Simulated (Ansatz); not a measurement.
**Data sheet: BaFeO3 (DFT)**

BaFeO3:
```
CELL_PARAMETERS angstrom
      3.93928     0.00000     0.00000
      0.00000     3.93928     0.00000
      0.00000     0.00000     3.93928
ATOMIC_POSITIONS crystal
  Fe 0.50000 0.50000 0.50000
  O  0.50000 0.50000 0.00000
  O  0.00000 0.50000 0.50000
  O  0.50000 0.00000 0.50000
  Ba 0.00000 0.00000 0.00000
```
The run is spin-polarised; directions of the spins, atom by atom: ↑ 0 0 0 0.

Space group Pm-3m (No. 221), cubic perovskite; conventional cell a = b = c = 3.9393 Å, α = β = γ = 90.00°.

Method: r²SCAN in the plane-wave PAW code Ansatz. The cell and atoms are relaxed at this level. Other levels are named where they apply.

### Cell and energy

- Volume per atom = 12.23 Å³
- Density = 6.55 g/cm³
- Formation energy from the elements (no fitted shifts) = -2.17 eV/atom

### Electronic structure

- Electronic character = metallic (no gap)
- Density of states at the Fermi level = 0.11 states/eV per atom (mean over ±0.08 eV)

### Magnetism

Magnetic order: ferromagnetic
Net moment: 0.80 μB per atom

### Mechanics

* **Bulk modulus (Birch–Murnaghan fit)**: 1550 kbar
* **Pressure derivative B′**: 3.7

### Charges

- Bader charges = Fe +1.87, O -1.15, Ba +1.59 e

The workflow started from an entry of the Crystallography Open Database (COD), which files this formula under 2 space groups. Whether it is the stable phase at ambient conditions was not checked. Symmetry was held in the r²SCAN relaxation; its stability against distortions is not shown here. Spin order of the final state: ferromagnetic, chosen from 4 collinear starts compared on coarse meshes (ties went to the first, and starts can fall back to one state), not a proven ground state. Other orbital occupations within this spin state were not tried. No Hubbard U is applied. For itinerant 3d metals, meta-GGAs of the SCAN family and hybrids are commonly reported to give too large moments. The compound may be a true metal, but semilocal functionals without U, or a wrong spin order, can also close a gap. The references are the lowest solids computed at this level, not always the standard phases (solids in place of the gases). Scalar-relativistic: spin–orbit coupling is off unless named, which matters more the heavier the elements.

Potentials: the later of the program's two PAW sets.
